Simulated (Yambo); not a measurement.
Given:

```
NaYS2
1.0
    1.96820     1.13634     6.58282
   -1.96820     1.13634     6.58282
    0.00000    -2.27269     6.58282
Na S Y
1 2 1
Direct
  0.00000   0.00000   0.00000
  0.24262   0.24262   0.24262
  0.75738   0.75738   0.75738
  0.50000   0.50000   0.50000
```

Workflow: PBEsol (pw.x of Quantum ESPRESSO, ONCV potentials, no spin-orbit coupling), then G0W0 in Yambo (4×4×4 Γ-centred k mesh, bands 3 to 130 and a 7 Ry block in the screening, 130 bands in G with the Bruneval-Gonze terminator, plasmon pole fitted at 27.2 eV).

Problem. Give the PBEsol and G0W0 gaps between the band edges found on this mesh, and say where the edges lie.

Solution. Edges: Γ → F. PBEsol: 2.14 eV; G0W0: 3.76 eV. Convergence of the G0W0 settings was not tested. 

Geometry relaxed with PBEsol.
